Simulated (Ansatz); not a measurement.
H$_{4}$NF:
```yaml
crystal:
  lattice:
    - [4.42011, 0.00000, 0.00000]
    - [-2.21006, 3.82793, 0.00000]
    - [0.00000, 0.00000, 7.13424]
  atoms:
    - { symbol: H, position: [0.53848, 0.07697, 0.92309] }
    - { symbol: H, position: [0.46152, 0.53848, 0.42309] }
    - { symbol: H, position: [0.92303, 0.46152, 0.92309] }
    - { symbol: H, position: [0.46152, 0.92303, 0.42309] }
    - { symbol: H, position: [0.53848, 0.46152, 0.92309] }
    - { symbol: H, position: [0.07697, 0.53848, 0.42309] }
    - { symbol: H, position: [0.33333, 0.66667, 0.22902] }
    - { symbol: H, position: [0.66667, 0.33333, 0.72902] }
    - { symbol: N, position: [0.33333, 0.66667, 0.37483] }
    - { symbol: N, position: [0.66667, 0.33333, 0.87483] }
    - { symbol: F, position: [0.33333, 0.66667, 0.99706] }
    - { symbol: F, position: [0.66667, 0.33333, 0.49706] }
```

x, y and z are the axes in which the lattice vectors are written.

Problem. Give the high-frequency dielectric tensor and the Born effective charge tensors of the independent atoms from DFPT, the program Ansatz at the r²SCAN+D4 level (PAW).

Solution. 
ε∞:
```
1.74  0.00  0.00
0.00  1.74  0.00
0.00  0.00  1.75
```
Z* of atom 1 (H), rows: field, columns: displacement, in e:
```
 0.19   0.00   0.00
 0.00   1.06  -0.29
 0.00  -0.29   0.30
```
Z* of atom 7 (H), rows: field, columns: displacement, in e:
```
0.20  0.00  0.00
0.00  0.20  0.00
0.00  0.00  1.17
```
Z* of atom 9 (N), rows: field, columns: displacement, in e:
```
-0.80   0.00   0.00
 0.00  -0.80   0.00
 0.00   0.00  -0.81
```
Z* of atom 11 (F), rows: field, columns: displacement, in e:
```
-1.27   0.00   0.00
 0.00  -1.27   0.00
 0.00   0.00  -1.27
```

Static charges for comparison (Bader): H1 +0.52, H7 +0.52, N9 -1.28, F11 -0.82 e. Born charges measure polarisation by displacement and can exceed these by far.

Space group P6_3mc. The first step of the workflow began from a Materials Project structure, measured or hypothetical; the Crystallography Open Database files this formula in space group No. 186, but the cells were not matched. Whether it is the stable phase at ambient conditions was not checked. Symmetry was held in the r²SCAN+D4 relaxation; phonons on a q-mesh show no instability.

Potentials: the later of the program's two PAW sets.
